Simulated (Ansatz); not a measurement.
The calculation used DFT, BLYP, plane waves (420 eV) with PAW, scalar-relativistic (Ansatz). (PAW data from PBE, frozen cores regenerated.)

An element in the dhcp structure gives this curve. The cell is scaled uniformly from the relaxed one, with fractional coordinates and shape fixed. Energies are extrapolated to zero smearing, pressures are those at the given smearing. Magnetic state: spin not included.

| V (Å³/atom) | E − E₀ (meV/atom) | P (GPa) |
| --- | --- | --- |
| 59.067 | 28.6 | 1.25 |
| 61.752 | 12.2 | 0.78 |
| 64.437 | 3.0 | 0.38 |
| 67.122 | 0.0 | 0.04 |
| 69.807 | 2.3 | -0.25 |
| 72.492 | 9.1 | -0.50 |
| 75.176 | 19.7 | -0.71 |

**Question.** Which element is it?
A. barium
B. strontium
C. rubidium
D. sodium

**Answer.** A. Its fit is V₀ = 67.23 Å³/atom, B₀ = 7.8 GPa, B₀′ = 3.0.
